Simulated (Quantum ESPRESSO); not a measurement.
# Ga2SiMgP4: a curve over strain

A calculation, not a measurement. The program is pw.x of Quantum ESPRESSO 7.5 (plane-wave density functional theory). The cell is made up: 8 atoms on a zincblende/diamond lattice, with randomly drawn elements, strain and displacements, not relaxed. PseudoDojo standard norm-conserving files (v0.5 for PBE, v0.4.1 for LDA and PBEsol) set the functional; there is no spin polarisation, spin-orbit coupling or dispersion term, and the masses in the input are unused placeholders.

Seven runs add a strain to one cell (shear xy, as the tensor component); the atoms follow the cell and are not relaxed. Stress in the table is positive in tension.

Input of the run at -0.0011:

```
&control calculation='scf', pseudo_dir='./dojo.nc.sr.pbe.v0_5.standard.upf', outdir='./o', disk_io='medium', tprnfor=.true., tstress=.true. /
&system ibrav=0, nat=8, ntyp=4, nbnd=36, ecutwfc=84.00895049, nosym=.true., tot_charge=0,
 occupations='smearing', smearing='fd', degauss=0.0018374661
/
&electrons conv_thr=7.350e-09, electron_maxstep=60, /
ATOMIC_SPECIES
Ga 1.0 Ga.upf
Mg 1.0 Mg.upf
P 1.0 P.upf
Si 1.0 Si.upf
CELL_PARAMETERS angstrom
5.3831 -0.0059 0.0
-0.0059 5.3831 0.0
0.0 0.0 5.3831
ATOMIC_POSITIONS angstrom
Ga 0.0975 0.0101 -0.1574
Ga 0.0696 2.6662 2.7096
Si 2.5965 -0.0114 2.705
Mg 2.718 2.6178 -0.0203
P 1.3919 1.3515 1.3495
P 1.3333 3.9711 4.1775
P 3.9956 1.3433 4.0804
P 4.014 4.0521 1.4154
K_POINTS automatic
4 4 4 1 1 1
```

| added strain | free energy less that of the input shown (eV) | stress xx (GPa) | stress yy (GPa) | stress zz (GPa) | stress xy (GPa) | pressure (GPa) | iterations |
| --- | --- | --- | --- | --- | --- | --- | --- |
| -0.0222 | -0.0806 | -7.01 | -8.19 | -7.04 | -0.05 | 7.41 | 10 |
| -0.0098 | -0.0552 | -7.25 | -8.45 | -7.21 | 2.42 | 7.63 | 10 |
| -0.0047 | -0.0264 | -7.40 | -8.60 | -7.32 | 3.44 | 7.77 | 10 |
| -0.0011 | 0.0000 | -7.52 | -8.73 | -7.41 | 4.16 | 7.88 | 10 |
| +0.0104 | 0.1198 | -8.00 | -9.23 | -7.77 | 6.47 | 8.33 | 10 |
| +0.0129 | 0.1529 | -8.12 | -9.36 | -7.86 | 6.98 | 8.45 | 10 |
| +0.0197 | 0.2562 | -8.49 | -9.75 | -8.15 | 8.36 | 8.79 | 10 |

A cubic fit gives a slope of stress xy against the added strain of 201 GPa at zero added strain, with the atoms clamped. Across the table the free energy follows the integral of the stress to within 0.4 meV. A rerun of one of the cells at 1437 eV and a 6 x 6 x 6 mesh moved values by no more than 0.008 eV in energy, 0.02 GPa in stress and 0.005 eV/Å in force.